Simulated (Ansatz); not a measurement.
## Equation of state of Sb$_{3}$Au

A database entry relaxed whole under r2SCAN (Im-3m):

```
CELL_PARAMETERS angstrom
-2.96334 2.96334 2.96334
2.96334 -2.96334 2.96334
2.96334 2.96334 -2.96334
ATOMIC_POSITIONS crystal
Sb 0.00000 0.50000 0.50000
Sb 0.50000 0.00000 0.50000
Sb 0.50000 0.50000 0.00000
Au 0.00000 0.00000 0.00000
```

The cell was scaled uniformly, its shape held, and the atoms relaxed at each volume with plane-wave PAW DFT (Ansatz 0.2.0; r2SCAN, 500 eV, 8×8×8 Γ-centred mesh, fermi-dirac occupations of width 0.100 eV; no spin, no spin-orbit coupling). One row is withheld.

```csv
volume (Å³/atom),energy over the lowest (meV/atom),pressure (GPa)
24.461,20.6,4.93
24.981,8.0,2.98
25.502,1.3,1.25
26.022,0.0,-0.29
26.543,3.4,-1.65
27.063,?,?
27.584,22.2,-3.91
```

**Question.** Fit the pressures of the other rows to the third-order Birch-Murnaghan form.

**Answer.** With f = [(V₀/V)^(2/3) − 1]/2 and P = 3B₀f(1 + 2f)^(5/2)[1 + 3(B₀′ − 4)f/2], least squares gives V₀ = 25.92 Å³ an atom, B₀ = 73.6 GPa and B₀′ = 5.1; the rows miss the fit by less than 0.01 GPa. The slope of the energies differs from these pressures by 0.07 GPa, since they are taken to zero smearing while pressures follow the free energy.

**Question.** What does the withheld row hold?

**Answer.** The fit gives -2.85 GPa at 27.063 Å³; the run gave -2.85 GPa and 10.9 meV an atom.

Caveats: the shape of the cell was held; 0 K, fixed nuclei; the symmetry was kept, and this need not be the phase that is stable at 0 K; one mesh for all volumes; the relaxed cell lies far from the entry, by an error of the functional or of the entry; pressure is positive in compression.
